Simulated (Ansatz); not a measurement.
This is a single-point calculation with the plane-wave code Ansatz on an 8-atom cell of InSe started from a crystallographic database; the level of theory is HSE06. Cell and atoms come from a relaxation with r2SCAN+rVV10.

Input file:
```yaml
crystal:
  lattice:
    - [4.0181119028, 0.0, 0.0]
    - [-2.0090559514, 3.4797869831, 0.0]
    - [0.0, 0.0, 16.9256136098]
  atoms:
    - { symbol: In, position: [0.3333333333, 0.6666666667, 0.1677023334] }
    - { symbol: In, position: [0.6666666667, 0.3333333333, 0.6677023334] }
    - { symbol: In, position: [0.3333333333, 0.6666666667, 0.3322976666] }
    - { symbol: In, position: [0.6666666667, 0.3333333333, 0.8322976666] }
    - { symbol: Se, position: [0.3333333333, 0.6666666667, 0.5927860123] }
    - { symbol: Se, position: [0.6666666667, 0.3333333333, 0.0927860123] }
    - { symbol: Se, position: [0.3333333333, 0.6666666667, 0.9072139877] }
    - { symbol: Se, position: [0.6666666667, 0.3333333333, 0.4072139877] }
kpoints:
  mp_grid: { grid: [6, 6, 2] }
  band_path:
    path:
      - [0.0, 0.0, 0.0]
      - [0.5, 0.0, 0.0]
      - [0.3333333333, 0.3333333333, 0.0]
      - [0.0, 0.0, 0.5]
      - [0.5, 0.0, 0.5]
      - [0.3333333333, 0.3333333333, 0.5]
    npoints: 1
hamiltonian:
  xc: hse06
scf:
  occupations: { method: fixed }
  n_extra_bands: 6
output:
  forces: true
  stress: true
  eigenvalues: true
```

Wall time 3.2 min on 1 × NVIDIA H100 80GB HBM3 with 2 threads of AMD EPYC 7R13 Processor (Zen 3) (shared host), load about 1.6 per core; peak host memory 4.7 GiB.

What the program printed (shortened):
```
Functional definition: HSE06
Crystal: 8 atoms, lattice volume = 236.657 Å³
Basis set: ecut = 420 eV, 4653 PW (Γ)
Bands: 64, of which v1, the nominal top of the filled ones, is band 58 counted from 1 (57 counted from 0)
Symmetry: 24 space group operations
Space group: P63/mmc (ITA 194)
k-points: 14 of 72
Exchange kernel: α = 0.2500, screened, ω = 0.2079 Å⁻¹, Wigner–Seitz truncation, v(0) = 1046.7894 eV·Å³, q-mesh 6×6×2
hybrid outer 1: dexx = +3.650e-2 eV, tail = 2.12e-4 eV
hybrid outer 2: dexx = +2.515e-6 eV, tail = 8.54e-8 eV, Δε = 1.61e-3 eV, ΔF = 3.15e-3 eV/Å
hybrid outer 3: dexx = +9.304e-10 eV, tail = 1.18e-9 eV, Δε = 7.06e-5 eV, ΔF = 2.43e-4 eV/Å
Free energy (F): -44293.869770 eV
Fermi energy:    6.675621 eV
--- Forces (eV/Å), atoms counted from 1 ---
  atom   1  In      0.00000      0.00000    -0.07228
  atom   2  In      0.00000      0.00000    -0.07228
  atom   3  In      0.00000      0.00000      0.07228
  atom   4  In      0.00000      0.00000      0.07228
  atom   5  Se      0.00000      0.00000      0.11631
  atom   6  Se      0.00000      0.00000      0.11631
  atom   7  Se      0.00000      0.00000    -0.11631
  atom   8  Se      0.00000      0.00000    -0.11631
--- Stress (GPa, compression-positive) ---
        0.669052       0.000000       0.000000
        0.000000       0.669052       0.000000
        0.000000       0.000000       0.758708
  P = ⅓ Tr σ = 0.6989 GPa (6.989 kbar)
```

bands.tsv, columns around the gap (it counts bands from 0):
```tsv
# k_distance	band_53	band_54	band_55	band_56	band_57	band_58	band_59	band_60	band_61
# fermi_ev = 6.675621
# [0, 0, 0] at k_distance = 0.000000
# [0.5, 0, 0] at k_distance = 0.902812
# [0.3333333333, 0.3333333333, 0] at k_distance = 1.424050
# [0, 0, 0.5] at k_distance = 2.482923
# [0.5, 0, 0.5] at k_distance = 3.385734
# [0.3333333333, 0.3333333333, 0.5] at k_distance = 3.906973
# levels_relative_to = fermi_ev
0.000	-1.311	-1.311	-1.226	-1.226	0.000	1.195	2.423	2.916	2.917
0.903	-2.429	-2.308	-2.226	-2.113	-1.460	1.852	1.992	2.527	2.780
1.424	-2.928	-2.324	-2.324	-1.804	-1.804	2.139	2.684	3.362	3.362
2.483	-1.260	-1.260	-1.260	-0.812	-0.812	1.906	1.906	2.927	2.927
3.386	-2.515	-2.297	-2.297	-1.779	-1.779	2.129	2.129	2.392	2.392
3.907	-2.809	-2.546	-2.546	-1.687	-1.687	2.373	2.373	3.199	3.199
```
In order the rows are Γ, M, K, A, L, H.

The HSE06 gap is direct at Γ: 1.19 eV. With the atoms held, the mean pressure is +0.7 GPa (compression positive). (The program warns that its thresholds are loose for a hybrid's stress.) The largest force is 0.12 eV/Å.

No spin polarisation and no zero-point or thermal motion.

No spin-orbit coupling is included; it can move band edges with weight on the heavy atoms by tenths of an eV.

The meshes of the hybrids are coarse, so their gaps aren't converged to the digits shown.
